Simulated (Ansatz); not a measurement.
This YAgC4N4 structure is the end of a relaxation. The cell was found from a structure generator's guess, not taken from experiment.

Computed with Ansatz, DFT PBE, scalar-relativistic, plane waves, PAW. Cutoff 420 eV, Γ-centred mesh, Gaussian smearing, no spin polarisation.

```yaml
crystal:
  lattice:
    - [6.69067, 0.00000, 0.00000]
    - [0.00000, 6.69067, 0.00000]
    - [0.00000, 0.00000, 6.69067]
  atoms:
    - { symbol: Y, position: [0.00000, 0.00000, 0.00000] }
    - { symbol: Ag, position: [0.50000, 0.50000, 0.50000] }
    - { symbol: C, position: [0.20589, 0.20589, 0.20589] }
    - { symbol: C, position: [0.20589, 0.79411, 0.79411] }
    - { symbol: C, position: [0.79411, 0.20589, 0.79411] }
    - { symbol: C, position: [0.79411, 0.79411, 0.20589] }
    - { symbol: N, position: [0.30662, 0.30662, 0.30662] }
    - { symbol: N, position: [0.30662, 0.69338, 0.69338] }
    - { symbol: N, position: [0.69338, 0.30662, 0.69338] }
    - { symbol: N, position: [0.69338, 0.69338, 0.30662] }
```

Formation energies are uncorrected and refer to the elements' standard structures at the same level (N₂ as a molecule).

Problem. Find its symmetry and describe it.

Solution. P-43m (No. 215). Conventional cell: a = 6.691 Å. Around Y lie 4 C at 2.39 Å; around Ag lie 4 N at 2.24 Å; C has 1 N at 1.17 Å and 1 Y at 2.39 Å; N has 1 C at 1.17 Å and 1 Ag at 2.24 Å.

Problem. How far does it lie from the elements in energy?

Solution. +0.268 eV/atom. A positive value: parting into the elements would lower its energy.

Problem. Is it a metal?

Solution. No, the gap on the 4×4×4 mesh is 2.73 eV.

Problem. From what recipe could a structure generator have reached it?

Solution. One such recipe: two interpenetrating cyanide-bridged diamond nets (P-43m, No. 215). Other recipes can lead to the same cell.

The last run used a 4×4×4 mesh for its 10-atom cell and Gaussian smearing of 0.02 eV. Kohn–Sham gaps at this level usually fall short of measured ones. The reference form of C is held partly by dispersion forces, which this level lacks. Symmetry constrained the relaxation, so the result can be a saddle point.
